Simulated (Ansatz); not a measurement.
TiO in space group Pm-3m (No. 221; Ti on 3c, O on 3d) at seven volumes, PBEsol in the plane-wave PAW code Ansatz, scaled uniformly. One row is withheld.

```
V (Å³/atom)  P (GPa)
-----------  -------
9.953          25.85
10.281         15.84
10.609          7.30
10.937         -0.01
11.265             ?
11.593        -11.62
11.921        -16.18
```

Task: Fit the shown pressures and predict the withheld one.

Result: Third-order Birch–Murnaghan: P = (3/2)B₀(x^(7/2) − x^(5/2))[1 + (3/4)(B′ − 4)(x − 1)] with x = (V₀/V)^(2/3). Least squares on the six rows gives V₀ = 10.937 Å³/atom, B₀ = 225.0 GPa, B′ = 4.20. At V = 11.265, x = 0.9805 and P = -6.25 GPa. The run itself gave -6.27 GPa.

The workflow started from a Materials Project entry (that database holds measured and hypothetical structures alike); the Crystallography Open Database copy checked does not list it. COD files the formula under space group No. 12, 225. Its standing as an ambient phase is unchecked. The PBEsol relaxation kept the symmetry of its start; whether a distortion lowers the energy is not shown. The workflow began spin-polarised and lost its moments.

Potentials: the later of the program's two PAW sets.
